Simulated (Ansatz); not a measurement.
Relaxed-ion elastic tensor of PtAu in space group R-3m (No. 166; Pt on 3b, Au on 3a) in GPa (Voigt order), PBEsol (plane waves, PAW; program Ansatz); density 20.42 g/cm³, 15.94 Å³ per atom.

```
  341    183    178  -10.9    0.0    0.0
  183    341    178   10.9    0.0    0.0
  178    178    300    0.0    0.0    0.0
-10.9   10.9    0.0   30.9    0.0    0.0
  0.0    0.0    0.0    0.0   30.9  -10.9
  0.0    0.0    0.0    0.0  -10.9   79.2
```

Problem. Is the crystal mechanically stable?

Solution. Yes: the smallest eigenvalue of C is 28.5 GPa.

Problem. Work out the Voigt, Reuss and Hill averages.

Solution. K_V = 229, K_R = 228, K_H = 228; G_V = 57.8, G_R = 45.8, G_H = 51.8 GPa.

Problem. Give Young's modulus, Poisson's ratio, Pugh's ratio and the universal anisotropy index.

Solution. E = 9KG/(3K + G) = 144 GPa; ν = 0.39; K/G = 4.41 (ductile by the Pugh limit of 1.75); A_U = 5G_V/G_R + K_V/K_R − 6 = 1.32.

Problem. Estimate the sound speeds and the Debye temperature.

Solution. v_l = √((K + 4G/3)/ρ) = 3820 m/s, v_t = √(G/ρ) = 1590 m/s, mean 1800 m/s; Θ = (h/k)(3n/4πV)^(1/3) v_m = 213 K.

Problem. Solve the Christoffel equation for the three sound speeds along x, y, z.

Solution. Eigenvalues of C_ijkl n_j n_l equal ρv². In km/s, slowest first: x 1.18, 2.00, 4.09; y 1.22, 1.97, 4.09; z 1.23, 1.23, 3.83.

Problem. How much does each axis shrink under pressure?

Solution. Linear compressibilities β_i = Σ_j S_ij (j = 1 to 3): x 1.3, y 1.3, z 1.8 per TPa.

The workflow started from a Materials Project entry (that database holds measured and hypothetical structures alike); the Crystallography Open Database copy checked does not list it. With Pt and Au taken as one species the cell has the higher symmetry Fm-3m, so it may be an ordered model of a mixed-site phase. Whether it is the stable phase at ambient conditions was not checked. The PBEsol relaxation kept the symmetry of its start; whether a distortion lowers the energy is not shown. No spin polarisation was allowed. As this level gives no gap, shear constants depend on the k-mesh and smearing (Fermi–Dirac, 0.1 eV here). On the denser mesh and wider smearing of the elastic run this cell carries a stress of 0.6 GPa. Scalar-relativistic: spin–orbit coupling is off unless named, which matters more the heavier the elements.

Potentials: the later of the program's two PAW sets.
